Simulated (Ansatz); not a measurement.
RbCl:
```
CELL_PARAMETERS angstrom
      0.00000     3.34952     3.34952
      3.34952     0.00000     3.34952
      3.34952     3.34952     0.00000
ATOMIC_POSITIONS crystal
  Rb 0.00000 0.00000 0.00000
  Cl 0.50000 0.50000 0.50000
```

Relaxed with PBE. Special points in fractions of this cell's reciprocal vectors: Γ (0.000, 0.000, 0.000); X (0.500, 0.000, 0.500); U (0.625, 0.250, 0.625); K (0.375, 0.375, 0.750); L (0.500, 0.500, 0.500); W (0.500, 0.250, 0.750).

**Question.** List the band energies nearest the valence-band maximum at these points for DFT-PBE in the program Ansatz with PAW potentials.

**Answer.** In eV from the valence-band maximum; about four levels below and three above (degenerate sets whole), none deeper than 8.9 eV; points with the same levels are listed once.

| k | below | above |
|---|---|---|
| Γ | -8.10 -8.10 -8.10 0.00 0.00 0.00 | 4.83 7.94 7.94 7.94 |
| X | -8.18 -8.18 -0.32 -0.10 -0.10 | 6.24 7.82 9.41 |
| U | -8.15 -0.37 -0.28 -0.20 | 6.91 8.53 8.76 |
| L | -8.08 -0.78 -0.29 -0.29 | 7.56 7.78 9.96 9.96 |
| W | -8.09 -0.39 -0.24 -0.24 | 7.59 7.59 9.07 |

Space group Fm-3m (rock salt). The PBE relaxation kept the symmetry of its start; phonons on a q-mesh show no instability. Scalar-relativistic: spin–orbit coupling is off unless named, which matters more the heavier the elements.

Potentials: the later of the program's two PAW sets.
